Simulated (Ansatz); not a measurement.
An Ansatz (a program for electronic structure) run. Input:

Ansatz 0.2 input:
```yaml
crystal:
  lattice:
    - [3.0475383514, 0.0, 0.0]
    - [0.0, 3.0475383514, 0.0]
    - [0.0, 0.0, 3.0475383514]
  atoms:
    - { symbol: Mg, position: [0.0, 0.0, 0.0] }
    - { symbol: Rh, position: [0.5, 0.5, 0.5] }
kpoints:
  mp_grid: { grid: [13, 13, 13] }
hamiltonian:
  xc: lda
  pseudopotentials: { kind: paw }
scf:
  occupations: { method: fermi_dirac, width: 0.1 }
phonons:
  method: dfpt
  response_accuracy: low
  eigenvectors: true
  rigid_motions: translations
```

Output (shortened):

```
Pseudopotential: Mg, paw, valence charge 10
Pseudopotential: Rh, paw, valence charge 17
Functional definition: SPW92
Crystal: 2 atoms, lattice volume = 28.304 Å³
Basis set: ecut = 420 eV, 515 PW (Γ), exchange–correlation on 48×48×48 points (8 copies of the dense FFT grid, shifted against one another)
Bands: 18, of which v1, the nominal top of the filled ones, is band 14 counted from 1 (13 counted from 0)
Symmetry: 48 space group operations
k-points: 196 of 2197 (irreducible under 8 space group operations, time reversal used)
SCF iter   1: F=—  HF=-8181.107724 eV  |F-HF|=—  |Δ(HF+E_count)|=         —  Δρ=9.13e-3  dr2=1.01e-2  ethr=1.77e-3  ⟨swp⟩=4.9  Hψ=15351  notcnv=0
preconditioner: auto → none
SCF iter   2: F=—  HF=-8181.103008 eV  |F-HF|=—  |Δ(HF+E_count)|=   4.72e-3  Δρ=4.39e-3  dr2=2.62e-3  ethr=3.75e-5  ⟨swp⟩=2.0  Hψ=7420  notcnv=0
SCF iter   3: F=—  HF=-8181.102140 eV  |F-HF|=—  |Δ(HF+E_count)|=   8.68e-4  Δρ=6.92e-4  dr2=3.73e-5  ethr=9.70e-6  ⟨swp⟩=2.0  Hψ=5762  notcnv=0
SCF iter   4: F=—  HF=-8181.102145 eV  |F-HF|=—  |Δ(HF+E_count)|=   4.95e-6  Δρ=1.56e-4  dr2=2.59e-6  ethr=1.38e-7  ⟨swp⟩=2.7  Hψ=5945  notcnv=0
SCF iter   5: F=—  HF=-8181.102143 eV  |F-HF|=—  |Δ(HF+E_count)|=   2.14e-6  Δρ=1.48e-5  dr2=5.24e-8  ethr=9.60e-9  ⟨swp⟩=2.1  Hψ=5175  notcnv=0
SCF iter   6: F=—  HF=-8181.102143 eV  |F-HF|=—  |Δ(HF+E_count)|=   5.07e-9  Δρ=1.13e-6  dr2=2.10e-10  ethr=1.94e-10  ⟨swp⟩=2.4  Hψ=5188  notcnv=0
SCF iter   7: F=-8181.102143 eV  HF=-8181.102143 eV  |F-HF|=0.00e0  |Δ(HF+E_count)|=  1.82e-12  Δρ=1.33e-7  dr2=1.43e-12  ethr=1.00e-12  ⟨swp⟩=5.5  Hψ=15389  notcnv=0
SCF 1 converged in 7 iterations: F = -8181.102143 eV  dr2 = 1.43e-12
DFPT response loops at Γ: preconditioner auto → Kerker (q_TF=auto, 2.707 Å⁻¹) (partly filled bands, converged f_vac=0.000) …
SCF converged after 7 iterations
Free energy (F): -8181.102143 eV
Harris-Foulkes:  -8181.102143 eV  (|F-HF|=0.00e0)
Internal energy: -8181.059083 eV  (E = F + TS)
E sigma→0 (E₀):  -8181.080613 eV
Entropy (-TS):   -0.043059 eV (-21.530 meV/atom)
Fermi energy:    14.535683 eV
--- Per-component energies (eV) ---
  E_band       = -446.577959
  E_kinetic    = 655.304808
  E_local      = -3176.092961  (includes V_loc(G=0)·N_el)
  E_nonlocal   = 459.633072
  E_hartree    = 1117.901181
  E_xc         = -251.001842
  E_vxc        = -317.698087  (∫ρ·V_xc dr)
  E_paw        = -3735.904123  (= ΣΔE_a)
  E_vpaw       = -303.527910  (= ΣTr[D̂ρ^β])
  E_aug_tail   = 0.000783  (compensation charges beyond the density's cutoff)
  E_ewald      = -3251.672962
  E_core_change = 0.772962  (= ΣΔE_core)
  E_smearing   = -0.043059  (= −TS)
  E_closure    = 0.000000  (closes the sum)
  Σ components = -8181.102143   (vs F -8181.102143, Δ=0.00e0)
  [band-id]    e_kinetic+e_local+e_nonlocal+2·e_hartree+e_vxc+e_vpaw+e_augmentation_tail = -446.577933   (vs E_band -446.577959, Δ=2.59e-5)
--- Band table (eV; the first three rows and the last of 196) ---
  k-point 0: bands = ["-62.6495", "-58.6744", "-30.5992", "-30.5992", "-30.5992", "-26.0932", "-26.0932", "-26.0932", "7.2643", "11.3725", "11.3725", "14.3174", "14.3174", "14.3174", "23.0435", "23.0435", "23.0435", "26.3307"]
  k-point 1: bands = ["-62.6490", "-58.6743", "-30.6055", "-30.5985", "-30.5985", "-26.0954", "-26.0933", "-26.0933", "7.3739", "11.4004", "11.4265", "14.2403", "14.2403", "14.3262", "22.2756", "23.2045", "23.2045", "26.1686"]
  k-point 2: bands = ["-62.6478", "-58.6741", "-30.6230", "-30.5965", "-30.5965", "-26.1014", "-26.0936", "-26.0936", "7.6949", "11.4792", "11.5749", "14.0369", "14.0369", "14.3505", "20.8233", "23.6556", "23.6556", "25.7371"]
  k-point 195: bands = ["-62.6272", "-58.6687", "-30.6853", "-30.6850", "-30.6850", "-26.1242", "-26.1242", "-26.1238", "11.1978", "11.2492", "11.2492", "15.1904", "15.1904", "18.6645", "19.2923", "19.2923", "22.2727", "24.1899"]
--- Phonons (Γ-DFPT): 2 representative perturbations + reference, on 196 of 2197 k-points (Σ response iterations 7) ---
  ASR residual: 1.323e-4 → 0.000e0 eV/Å²; symmetrization residual: 5.795e-6 eV/Å²
  ASR residual per site (eV/Å²): 1.86e-5 1.32e-4
  Γ frequencies (cm⁻¹): 0.00 0.00 0.00 293.49 293.49 293.49
  non-analytic LO–TO correction: not included (Born effective charges unavailable; polar crystals: no LO–TO splitting at Γ)
```

Cost: very roughly 23 core-seconds on shared cores.

Space group Pm-3m (CsCl type). The workflow started from a Materials Project entry (that database holds measured and hypothetical structures alike); the Crystallography Open Database files this formula in space group No. 221, but the cells were not matched. Whether it is the stable phase at ambient conditions was not checked. The LDA relaxation kept the symmetry of its start; of distortions, only those at the zone centre were tested. No spin polarisation was allowed. As this level gives no gap, phonon frequencies hold no LO–TO term and depend on the k-mesh and smearing (Fermi–Dirac, 0.1 eV here). Scalar-relativistic: spin–orbit coupling is off unless named, which matters more the heavier the elements.

Potentials: the later of the program's two PAW sets.

Ansatz is a plane-wave DFT program.
